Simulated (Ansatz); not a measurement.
InP (zinc blende)

```xyz
2
Lattice="0.0000 2.9798 2.9798 2.9798 0.0000 2.9798 2.9798 2.9798 0.0000" Properties=species:S:1:pos:R:3 pbc="T T T"
P      4.4696     4.4696     4.4696
In     0.0000     0.0000     0.0000
```

Two-dimensional scan of atom 1 (P, nearest neighbour In at 2.581 Å; its periodic images, 4.2 Å or more away, move with it): u runs along (0.707, 0.707, 0.000), v along (0.000, 0.000, 1.000) (Cartesian). Cell and other atoms are fixed.

These are PBE (plane waves to 420 eV, PAW, scalar-relativistic; Ansatz, an electronic-structure program) values and carry that method's errors. k mesh 8×8×8 (Γ-centred), Fermi-Dirac smearing 0.05 eV. Energies are smeared free energies. Points where atoms come too close for the PAW data are left out (x in tables, blank in figures). As the smearing reaches across the gap at some points, energies and forces of such displacements shift with the k mesh and the smearing. InP was relaxed with its symmetry unable to fall. The last digit holds for this mesh only.

Changes of ΔE (meV/cell) from the point u = 0.000 Å, v = 0.000 Å when one coordinate moves alone (two changes are said to add if the coupling is within 5 % of the smaller one, nearly so within 20 %):

```tsv
point	change
u = 0.000 Å, v = -0.850 Å	2011.9
u = 0.000 Å, v = -0.425 Å	610.9
u = -0.850 Å, v = 0.000 Å	3208.7
u = -0.425 Å, v = 0.000 Å	692.0
u = 0.425 Å, v = 0.000 Å	692.0
u = 0.850 Å, v = 0.000 Å	3208.7
u = 0.000 Å, v = 0.425 Å	610.9
u = 0.000 Å, v = 0.850 Å	2011.9
```

Q: Do the two effects add at u = -0.425 Å, v = 0.425 Å? Give the computed change.

A: The sum of the single changes is 692.0 + (610.9) = 1302.9; the calculation gives 2550.9, so the coupling contributes 1248.0 (over 20 % of the smaller single change, not additive).

Q: Do the two effects add at u = -0.425 Å, v = -0.850 Å? Give the computed change.

A: The sum of the single changes is 692.0 + (2011.9) = 2703.9; the calculation gives 1678.7, so the coupling contributes -1025.2 (over 20 % of the smaller single change, not additive).

Q: Do the two effects add at u = 0.850 Å, v = -0.850 Å? Give the computed change.

A: The sum of the single changes is 3208.7 + (2011.9) = 5220.6; the calculation gives 1049.6, so the coupling contributes -4171.0 (over 20 % of the smaller single change, not additive).

(A displaced cell: forces are minus the slopes of the energy, force constants its curvatures, and phonons follow from these.)
